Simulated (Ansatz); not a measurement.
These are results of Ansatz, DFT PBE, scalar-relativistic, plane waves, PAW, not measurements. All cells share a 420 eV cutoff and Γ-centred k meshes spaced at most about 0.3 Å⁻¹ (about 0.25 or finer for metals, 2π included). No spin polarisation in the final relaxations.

Each of these unrelaxed guesses is relaxed in cell and atoms within its symmetry. A guess keeps its type if space group and coordination stay and the shape of the cell changes little (axis ratios within about 15 %, angles within 6°); the volume may change.

1. ZrO5

Space group P6/mmm (No. 191). a = 3.169 Å, b = 3.169 Å, c = 7.625 Å, α = 90.00°, β = 90.00°, γ = 120.00°
```json
{"atom": "Zr", "site": "1a", "symmetry": "6/mmm", "x": "0.0000", "y": "0.0000", "z": "0.0000"}
{"atom": "O", "site": "4h", "symmetry": "3m.", "x": "0.3333", "y": "0.6667", "z": "0.1638"}
{"atom": "O", "site": "1b", "symmetry": "6/mmm", "x": "0.0000", "y": "0.0000", "z": "0.5000"}
```

2. In4Sb3As

Space group P-4m2 (No. 115). a = 4.244 Å, b = 4.244 Å, c = 12.003 Å, α = 90.00°, β = 90.00°, γ = 90.00°
```json
{"atom": "In", "site": "2g", "symmetry": "2mm.", "x": "0.5000", "y": "0.0000", "z": "0.6250"}
{"atom": "In", "site": "2g", "symmetry": "2mm.", "x": "0.0000", "y": "0.5000", "z": "0.8750"}
{"atom": "Sb", "site": "2f", "symmetry": "2mm.", "x": "0.5000", "y": "0.5000", "z": "0.2500"}
{"atom": "Sb", "site": "1d", "symmetry": "-4m2", "x": "0.0000", "y": "0.0000", "z": "0.5000"}
{"atom": "As", "site": "1a", "symmetry": "-4m2", "x": "0.0000", "y": "0.0000", "z": "0.0000"}
```

3. ZrO5

Space group F-43m (No. 216). a = 6.155 Å, b = 6.155 Å, c = 6.155 Å, α = 90.00°, β = 90.00°, γ = 90.00°
```csv
atom,site,symmetry,x,y,z
Zr,4a,-43m,0.0000,0.0000,0.0000
O,4d,-43m,0.2500,0.2500,0.7500
O,16e,.3m,0.6239,0.1239,0.8761
```

**Question.** Which guesses survive the relaxation?

**Answer.** Guesses 2 and 3 keep their type.

```json
{"guess": "1", "kept": "no", "start group": "P6/mmm", "end group": "P6/mmm", "V start (Å³/atom)": "11.1", "V end": "10.4", "b/a and c/a, end over start": "1.00, 0.40", "nearest neighbours start": "O 3/18, Zr 12", "nearest neighbours end": "O 1/2, Zr 2"}
{"guess": "2", "kept": "yes", "start group": "P-4m2", "end group": "P-4m2", "V start (Å³/atom)": "27.0", "V end": "34.7", "b/a and c/a, end over start": "1.00, 1.00", "nearest neighbours start": "As 4, In 4, Sb 4", "nearest neighbours end": "As 4, In 4, Sb 4"}
{"guess": "3", "kept": "yes", "start group": "F-43m", "end group": "F-43m", "V start (Å³/atom)": "9.7", "V end": "8.7", "b/a and c/a, end over start": "1.00, 1.00", "nearest neighbours start": "O 6/16, Zr 16", "nearest neighbours end": "O 6/16, Zr 16"}
```

Neighbours count within 15 % of an atom's shortest distance; end groups are read at 0.02 Å (0.05 Å in metals).

These runs have no spin–orbit coupling, which can matter for Sb. Cells relaxed within their symmetry can be saddle points.

In counts of neighbours, a slash parts the counts of unlike sites.
